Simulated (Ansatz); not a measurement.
Input and output for NbRu: DFT, LDA, PAW with Ansatz's default frozen-core files, scalar-relativistic (Ansatz 0.2.0). This run: cell and atoms relaxed.

The cell is entry 1538200 of the Crystallography Open Database, unrelaxed.

Command: `ansatz run input.yaml --threads 1 --pin off --max-ram 2048MiB --backend cpu --events-out ev --progress --plain --runs-dir out` It took 37 s on 1 thread of Arm Neoverse V1, with other jobs on the host, peak memory 0.41 GiB.

```yaml
crystal:
  lattice:
    - [3.0, 0.0, 0.0]
    - [0.0, 3.0, 0.0]
    - [0.0, 0.0, 3.38]
  atoms:
    - { symbol: Nb, position: [0.0, 0.0, 0.0] }
    - { symbol: Ru, position: [0.5, 0.5, 0.5] }
kpoints:
  mp_grid: { grid: [14, 14, 12] }
scf:
  occupations: { method: fermi_dirac, width: 0.05 }
hamiltonian:
  xc: lda
  pseudopotentials: { kind: paw }
output:
  forces: true
  stress: true
relax:
  f_tol: 0.005
  max_steps: 50
  cell: {}
```

Output:

```
Engine: ansatz 0.2.0
Pseudopotentials: kind: paw
Pseudopotential: Nb, paw, valence charge 13, recommended cutoff 420 eV (normal), Nb.paw.azcp
Pseudopotential: Ru, paw, valence charge 16, recommended cutoff 420 eV (normal), Ru.paw.azcp
Functional definition: SPW92
  exchange = slater_x
  correlation = pw_c
Crystal: 2 atoms, lattice volume = 30.420 Å³
Basis set: ecut = 420 eV, 595 PW (Γ)
Bands: 19, of which v1, the nominal top of the filled ones, is band 15 counted from 1 (14 counted from 0)
Symmetry: 16 space group operations
Space group: P4/mmm (ITA 123), of the structure as read, at distance tolerance 3.1e-5 Å
k-points: 252 of 2352
Non-local potential: Nb, projectors of the file, l = 0: 3, l = 1: 2, l = 2: 2, l = 3: 1
Non-local potential: Ru, projectors of the file, l = 0: 3, l = 1: 2, l = 2: 2, l = 3: 1
PAW form: soft (Blöchl's): semilocal exchange-correlation on the pseudo side does not see the compensation charge
PAW frozen core: Nb, regenerated for the run's functional, and the local potential with it (the file was generated under x = pbe(κ = 0.804, μ = 0.2195149727645171), c = pbe(β = 0.06672455060314922))
PAW frozen core: Ru, regenerated for the run's functional, and the local potential with it (the file was generated under x = pbe(κ = 0.804, μ = 0.2195149727645171), c = pbe(β = 0.06672455060314922))
PAW one-centre angular grid: Nb, 590 points (default); XC on 64 Gauss nodes
PAW one-centre angular grid: Ru, 590 points (default); XC on 64 Gauss nodes
Initial density: superposition of atomic densities (neutral atoms: chi_scale 0, normalization atom), corrected by the library's trained network
Initial wavefunctions: pseudopotential atomic-orbital guess
Functional: x = slater, c = lda
SCF iter   1: F=—  HF=-10201.227753 eV  |F-HF|=—  |Δ(HF+E_count)|=         —  Δρ=7.10e-3  dr2=5.76e-3  ethr=1.77e-3  ⟨swp⟩=5.1  Hψ=20256  notcnv=0
preconditioner: auto → none  [metal: Δε(μ)=0.013 eV  Ē_g=5.294 eV  σ=0.050 eV  W_gap=0.06  n_scr=6 (ndim 8)  ℏωp=24.3 eV  f_vac=0.000  D(μ)=2.25/eV (n_scr^D=26)  sad-step TF]
SCF iter   2: F=—  HF=-10201.227837 eV  |F-HF|=—  |Δ(HF+E_count)|=   8.42e-5  Δρ=4.17e-3  dr2=3.28e-3  ethr=1.99e-5  ⟨swp⟩=2.0  Hψ=9671  notcnv=0
SCF iter   3: F=—  HF=-10201.227261 eV  |F-HF|=—  |Δ(HF+E_count)|=   5.77e-4  Δρ=4.21e-4  dr2=7.87e-5  ethr=1.13e-5  ⟨swp⟩=1.6  Hψ=5324  notcnv=0
SCF iter   4: F=—  HF=-10201.227243 eV  |F-HF|=—  |Δ(HF+E_count)|=   1.73e-5  Δρ=1.33e-4  dr2=7.35e-6  ethr=2.71e-7  ⟨swp⟩=2.2  Hψ=7816  notcnv=0
iter 5 did not close the SCF: its close was put off for the readings that it lacked (scf_convergence_deferred on its scf_iter line)
SCF iter   5: F=-10201.227242 eV  HF=-10201.227242 eV  |F-HF|=3.02e-8  |Δ(HF+E_count)|=   8.76e-7  Δρ=1.45e-5  dr2=5.34e-8  ethr=2.54e-8  ⟨swp⟩=1.8  Hψ=6178  notcnv=0
SCF iter   6: F=-10201.227242 eV  HF=-10201.227242 eV  |F-HF|=2.51e-9  |Δ(HF+E_count)|=   1.31e-8  Δρ=3.89e-6  dr2=3.86e-9  ethr=1.84e-10  ⟨swp⟩=2.0  Hψ=17501  notcnv=0
SCF 1 converged in 6 iterations: F = -10201.227242 eV  dr2 = 3.86e-9
  greatest PAW one-centre occupation: 1.000 electrons in one spin orbital (limit 2), on the Ru atom at site 1 (counted from 0), in its partial waves of l = 0
relax step   1: F+E_penalty+E_count = -10201.22724244 eV  Δ(F+E_penalty+E_count) = +0.000e0 eV  max|allowed force component| = 1.085e-29 eV/Å  Δτ_max = 0.0000 Å  P = -0.415 GPa  Ω = 30.420 Å³  (6 SCF iters, dr2 threshold 1.00e-7 eV, accepted)
Crystal: 2 atoms, lattice volume = 30.299 Å³
Basis set: ecut = 420 eV, 587 PW (Γ)
Initial density: handed on by an earlier stage of this run
Initial wavefunctions: those handed on with the density
iter 1 solved again at ethr=1.74e-6 eV; its pass at ethr=3.10e-3 eV (dr2=5.04e-4 eV) is discarded
SCF iter   1: F=—  HF=-10201.227466 eV  |F-HF|=—  |Δ(HF+E_count)|=         —  Δρ=1.22e-3  dr2=4.11e-4  ethr=1.74e-6  ⟨swp⟩=2.1  Hψ=25928  notcnv=0
preconditioner: auto → none  [metal: Δε(μ)=0.005 eV  Ē_g=5.302 eV  σ=0.050 eV  W_gap=0.03  n_scr=6 (ndim 8)  ℏωp=24.3 eV  f_vac=0.000  D(μ)=2.31/eV (n_scr^D=26)]
SCF iter   2: F=—  HF=-10201.227414 eV  |F-HF|=—  |Δ(HF+E_count)|=   5.19e-5  Δρ=4.91e-4  dr2=4.76e-5  ethr=1.42e-6  ⟨swp⟩=1.0  Hψ=4790  notcnv=0
SCF iter   3: F=—  HF=-10201.227406 eV  |F-HF|=—  |Δ(HF+E_count)|=   8.32e-6  Δρ=1.11e-4  dr2=3.41e-6  ethr=1.64e-7  ⟨swp⟩=1.0  Hψ=4788  notcnv=0
iter 4 did not close the SCF: its close was put off for the readings that it lacked (scf_convergence_deferred on its scf_iter line)
SCF iter   4: F=-10201.227405 eV  HF=-10201.227405 eV  |F-HF|=1.98e-8  |Δ(HF+E_count)|=   5.99e-7  Δρ=1.58e-5  dr2=4.01e-8  ethr=1.18e-8  ⟨swp⟩=2.1  Hψ=6586  notcnv=0
iter 5 did not close the SCF: its close was put off for the readings that it lacked (scf_convergence_deferred on its scf_iter line)
SCF iter   5: F=-10201.227405 eV  HF=-10201.227405 eV  |F-HF|=9.04e-10  |Δ(HF+E_count)|=   1.54e-8  Δρ=4.36e-6  dr2=2.06e-9  ethr=1.38e-10  ⟨swp⟩=2.1  Hψ=8452  notcnv=0
SCF iter   6: F=-10201.227405 eV  HF=-10201.227405 eV  |F-HF|=6.73e-11  |Δ(HF+E_count)|=  2.09e-10  Δρ=8.03e-7  dr2=1.27e-10  ethr=7.10e-12  ⟨swp⟩=1.1  Hψ=14436  notcnv=0
SCF 2 converged in 6 iterations: F = -10201.227405 eV  dr2 = 1.27e-10
relax step   2: F+E_penalty+E_count = -10201.22740508 eV  Δ(F+E_penalty+E_count) = -1.626e-4 eV  max|allowed force component| = 6.903e-30 eV/Å  Δτ_max = 0.0000 Å  P = +0.691 GPa  Ω = 30.299 Å³  energy of the carried Pulay correction = +2.083e-5 eV  (6 SCF iters, dr2 threshold 2.00e-7 eV, accepted)
Crystal: 2 atoms, lattice volume = 30.384 Å³
iter 1 solved again at ethr=5.85e-7 eV; its pass at ethr=3.10e-3 eV (dr2=1.70e-4 eV) is discarded
SCF iter   1: F=—  HF=-10201.227639 eV  |F-HF|=—  |Δ(HF+E_count)|=         —  Δρ=6.03e-4  dr2=1.61e-4  ethr=5.85e-7  ⟨swp⟩=2.0  Hψ=24865  notcnv=0
preconditioner: auto → none  [metal: Δε(μ)=0.012 eV  Ē_g=5.287 eV  σ=0.050 eV  W_gap=0.06  n_scr=6 (ndim 8)  ℏωp=24.3 eV  f_vac=0.000  D(μ)=2.28/eV (n_scr^D=26)]
SCF iter   2: F=—  HF=-10201.227623 eV  |F-HF|=—  |Δ(HF+E_count)|=   1.57e-5  Δρ=2.20e-4  dr2=1.96e-5  ethr=5.54e-7  ⟨swp⟩=1.0  Hψ=4789  notcnv=0
SCF iter   3: F=—  HF=-10201.227620 eV  |F-HF|=—  |Δ(HF+E_count)|=   2.61e-6  Δρ=5.84e-5  dr2=1.39e-6  ethr=6.76e-8  ⟨swp⟩=1.0  Hψ=4789  notcnv=0
iter 4 did not close the SCF: its close was put off for the readings that it lacked (scf_convergence_deferred on its scf_iter line)
[... lines left out ...]
iter 1 solved again at ethr=4.05e-8 eV; its pass at ethr=3.10e-3 eV (dr2=1.17e-5 eV) is discarded
SCF iter   1: F=—  HF=-10201.227619 eV  |F-HF|=—  |Δ(HF+E_count)|=         —  Δρ=9.66e-6  dr2=7.95e-10  ethr=4.05e-8  ⟨swp⟩=3.0  Hψ=34307  notcnv=0
eigensolver tolerance schedule: the retry pair's looser diagonalisation over-reported the residual by 14766.36 of it (diagonalisation noise at 0.24 of the residual, at the tolerance the schedule requests for it); recorded, not acted on — ethr = c·dr2/N_el stays at c = 1.0e-1
SCF iter   2: F=—  HF=-10201.227617 eV  |F-HF|=—  |Δ(HF+E_count)|=   1.19e-6  Δρ=4.82e-6  dr2=1.98e-10  ethr=2.74e-12  ⟨swp⟩=3.0  Hψ=11559  notcnv=0
iter 3 did not close the SCF: its close was put off for the readings that it lacked (scf_convergence_deferred on its scf_iter line)
SCF iter   3: F=-10201.227617 eV  HF=-10201.227617 eV  |F-HF|=5.46e-12  |Δ(HF+E_count)|=   2.83e-9  Δρ=3.28e-7  dr2=1.53e-11  ethr=1.00e-12  ⟨swp⟩=1.1  Hψ=4828  notcnv=0
iter 4 did not close the SCF: its close was put off for the readings that it lacked (scf_convergence_deferred on its scf_iter line)
SCF iter   4: F=-10201.227617 eV  HF=-10201.227617 eV  |F-HF|=1.82e-12  |Δ(HF+E_count)|=  1.82e-12  Δρ=7.24e-8  dr2=4.66e-13  ethr=1.00e-12  ⟨swp⟩=1.0  Hψ=4788  notcnv=0
iter 5 did not close the SCF: its close was put off for the readings that it lacked (scf_convergence_deferred on its scf_iter line)
SCF iter   5: F=-10201.227617 eV  HF=-10201.227617 eV  |F-HF|=3.64e-12  |Δ(HF+E_count)|=  3.64e-12  Δρ=3.80e-8  dr2=1.57e-13  ethr=1.00e-12  ⟨swp⟩=1.0  Hψ=4788  notcnv=0
iter 6 did not close the SCF: its close was put off for the readings that it lacked (scf_convergence_deferred on its scf_iter line)
SCF iter   6: F=-10201.227617 eV  HF=-10201.227617 eV  |F-HF|=0.00e0  |Δ(HF+E_count)|=    0.00e0  Δρ=8.20e-9  dr2=1.95e-14  ethr=1.00e-12  ⟨swp⟩=1.0  Hψ=4788  notcnv=0
SCF iter   7: F=-10201.227617 eV  HF=-10201.227617 eV  |F-HF|=1.82e-12  |Δ(HF+E_count)|=  1.82e-12  Δρ=2.25e-9  dr2=1.55e-15  ethr=1.00e-12  ⟨swp⟩=2.1  Hψ=14274  notcnv=0
SCF 5 converged in 7 iterations: F = -10201.227617 eV  dr2 = 1.55e-15
relax step   5: F+E_penalty+E_count = -10201.22761736 eV  Δ(F+E_penalty+E_count) = +5.897e-6 eV  max|allowed force component| = 2.958e-30 eV/Å  Δτ_max = 0.0000 Å  P = +0.009 GPa  Ω = 30.375 Å³  stress off target by 1.55e-2 GPa  SCF on the basis re-selected at this cell (its energy is not comparable with the rows above)  (7 SCF iters)
basis re-selected at this cell: Δ(F+E_penalty+E_count) = +5.897e-6 eV, ΔP = -0.001 GPa vs the last step (what re-selecting the basis moved, of the pressure what is left beyond the Pulay correction that the steps carried, after the strain that the cell walked since its last selection, with what the two solves' SCF thresholds leave and, on support functions, any second-order correction that the steps lacked; it is no measure of the basis error at this ecutwfc). This SCF's stress stands 1.55e-2 GPa from its target on what of the cell is left free (relax.cell.stress_tol is 5.00e-2 GPa) and its largest allowed force component is 2.96e-30 eV/Å (relax.f_tol is 5.00e-3 eV/Å): within both
SCF converged after 7 iterations
Free energy (F): -10201.227617 eV
Harris-Foulkes:  -10201.227617 eV  (|F-HF|=1.82e-12)
Internal energy: -10201.208728 eV  (E = F + TS)
E sigma→0 (E₀):  -10201.218173 eV
Entropy (-TS):   -0.018889 eV (-9.445 meV/atom)
Fermi energy:    21.445891 eV
--- Per-component energies (eV) ---
  E_band       = -119.051192
  E_kinetic    = 913.573689
  E_local      = -2013.401667  (includes V_loc(G=0)·N_el)
  E_nonlocal   = 472.440905
  E_hartree    = 649.113458
  E_xc         = -365.449024
  E_vxc        = -453.453469  (∫ρ·V_xc dr)
  E_paw        = -6306.759606  (= ΣΔE_a)
  E_vpaw       = -336.437342  (= ΣTr[D̂ρ^β])
  E_aug_tail   = -0.000222  (compensation charges beyond the density's cutoff)
  E_ewald      = -3551.723640
  E_core_change = 0.997379  (= ΣΔE_core)
  E_smearing   = -0.018889  (= −TS)
  E_closure    = -0.000000  (closes the sum)
  Σ components = -10201.227617   (vs F -10201.227617, Δ=0.00e0)
--- Forces (eV/Å), atoms counted from 1 ---
  atom   1  Nb    -0.00000000     0.00000000     0.00000000
  atom   2  Ru     0.00000000     0.00000000     0.00000000
  max |Σ_I F_I| component: 6.71e-30 eV/Å
--- Stress (GPa, compression-positive) ---
        0.015547       0.000000       0.000000
        0.000000       0.015547       0.000000
        0.000000       0.000000      -0.002803
  P = ⅓ Tr σ = 0.0094 GPa (0.094 kbar)
--- Relaxed structure (4 steps of the walk, 4 accepted, 1 SCFs on fresh bases) ---
  F+E_penalty+E_count = -10201.22761736 eV   max|allowed force component| = 2.958e-30 eV/Å   (the final SCF, on the basis selected at the relaxed cell)
  cell:  # Å, volume = 30.3745 Å³
    - [3.0044829631196177, -5.783961037988837e-35, 0.0]
    - [-5.783961037988837e-35, 3.0044829631196177, 0.0]
    - [0.0, 0.0, 3.364882197062061]
  atoms:
    - { symbol: Nb, position: [2.190337807032196e-36, 0.0, 0.0] }
    - { symbol: Ru, position: [0.5, 0.5, 0.49999999999999994] }
```

Next run, as changes to the input before:

```diff
   lattice:
-    - [3.0, 0.0, 0.0]
-    - [0.0, 3.0, 0.0]
-    - [0.0, 0.0, 3.38]
+    - [3.0044829631, 0.0, 0.0]
+    - [0.0, 3.0044829631, 0.0]
+    - [0.0, 0.0, 3.3648821971]
   atoms:
   stress: true
-relax:
-  f_tol: 0.005
-  max_steps: 50
-  cell: {}
+  eigenvalues: true
+  populations: true
```

Results part of the output:

```
SCF 1 converged in 6 iterations: F = -10201.227617 eV  dr2 = 3.27e-9
  greatest PAW one-centre occupation: 1.000 electrons in one spin orbital (limit 2), on the Ru atom at site 1 (counted from 0), in its partial waves of l = 0
SCF converged after 6 iterations
Free energy (F): -10201.227617 eV
Harris-Foulkes:  -10201.227617 eV  (|F-HF|=2.09e-9)
Internal energy: -10201.208728 eV  (E = F + TS)
E sigma→0 (E₀):  -10201.218173 eV
Entropy (-TS):   -0.018890 eV (-9.445 meV/atom)
Fermi energy:    21.445896 eV
--- Per-component energies (eV) ---
  E_band       = -119.051090
  E_kinetic    = 913.573654
  E_local      = -2013.400938  (includes V_loc(G=0)·N_el)
  E_nonlocal   = 472.440696
  E_hartree    = 649.112916
  E_xc         = -365.449037
  E_vxc        = -453.453485  (∫ρ·V_xc dr)
  E_paw        = -6306.759536  (= ΣΔE_a)
  E_vpaw       = -336.437321  (= ΣTr[D̂ρ^β])
  E_aug_tail   = -0.000222  (compensation charges beyond the density's cutoff)
  E_ewald      = -3551.723640
  E_core_change = 0.997379  (= ΣΔE_core)
  E_smearing   = -0.018890  (= −TS)
  E_closure    = 0.000000  (closes the sum)
  Σ components = -10201.227617   (vs F -10201.227617, Δ=0.00e0)
--- Forces (eV/Å), atoms counted from 1 ---
  atom   1  Nb     0.00000000     0.00000000     0.00000000
  atom   2  Ru     0.00000000     0.00000000     0.00000000
  max |Σ_I F_I| component: 0.00e0 eV/Å
--- Stress (GPa, compression-positive) ---
        0.015525       0.000000       0.000000
        0.000000       0.015525       0.000000
        0.000000       0.000000      -0.002962
  P = ⅓ Tr σ = 0.0094 GPa (0.094 kbar)
--- Band table (eV; the first three rows and the last of 252) ---
  k-point 0: bands = ["-51.2562", "-33.7048", "-21.3385", "-21.2549", "-21.2549", "-9.7256", "-9.5351", "-9.5351", "13.9223", "15.4998", "15.7392", "19.0701", "19.0701", "20.0454", "21.7159", "23.1447", "25.2767", "25.4888", "25.4888"]
  k-point 1: bands = ["-51.2559", "-33.7045", "-21.3403", "-21.2542", "-21.2542", "-9.7443", "-9.5360", "-9.5360", "14.0579", "15.6015", "15.8047", "19.0966", "19.0966", "20.0840", "21.5565", "23.1283", "25.1654", "25.1654", "25.1971"]
  k-point 2: bands = ["-51.2552", "-33.7035", "-21.3451", "-21.2524", "-21.2524", "-9.7949", "-9.5384", "-9.5384", "14.4508", "15.8894", "15.9992", "19.1781", "19.1781", "20.1946", "21.1172", "23.0581", "24.4195", "24.4195", "24.9764"]
  k-point 251: bands = ["-51.2229", "-33.5694", "-21.4174", "-21.4174", "-21.3460", "-10.1001", "-10.1001", "-9.8604", "17.7869", "18.1561", "18.2925", "18.2925", "18.8702", "18.8702", "21.1942", "21.9713", "24.6551", "25.8679", "29.3168"]
--- Löwdin populations: 2 sites ---
  site symbol       q [e]
     0     Nb     12.8786
     1     Ru     15.9703
  spilling = 0.005210 (of n_electrons = 29.000000)
```

The PAW files were made under PBE.
